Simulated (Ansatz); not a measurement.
Computed properties of Sn

Sn:
```yaml
crystal:
  lattice:
    - [3.08825, 0.00000, 0.00000]
    - [0.00000, 3.08825, 0.00000]
    - [0.00000, 0.00000, 3.08825]
  atoms:
    - { symbol: Sn, position: [0.00000, 0.00000, 0.00000] }
```

Space group Pm-3m (No. 221), simple cubic; conventional cell a = 3.0883 Å, b = 3.0883 Å, c = 3.0883 Å, α = 90.00°, β = 90.00°, γ = 90.00°.

Method: the program Ansatz at the PBE level (PAW). The cell and atoms are relaxed at this level. Other levels are named where they apply.

### Cell and energy

| Item | Result |
|---|---|
| Volume per atom | 29.45 Å³ |
| Density | 6.69 g/cm³ |

### Electronic structure

| Quantity | Result |
|---|---|
| Electronic character | metallic (no gap) |
| Density of states at the Fermi level | 0.58 states/eV per atom (mean over ±0.08 eV) |
| Gap with spin–orbit coupling | none (metallic) |

### Mechanics

| Item | Value |
|---|---|
| Bulk modulus (Birch–Murnaghan fit) | 46.7 GPa |
| Pressure derivative B′ | 4.8 |
| Elastic constants (relaxed ions, GPa) | C11 = 104, C12 = 17.2, C44 = 3.3 |
| Mechanical stability | stable (all eigenvalues of C positive) |

A made-up cell: these elements were put on the sites of a structure type; neither database checked (COD, Materials Project) lists it. It is not the phase usual at ambient conditions (space group No. 141). The cell was relaxed with PBE under the symmetry of its start; its stability against distortions is not shown here. As this level gives no gap, shear constants depend on the k-mesh and smearing (Fermi–Dirac, 0.1 eV here). Scalar-relativistic: spin–orbit coupling is off unless named, which matters more the heavier the elements.

Potentials: the later of the program's two PAW sets.
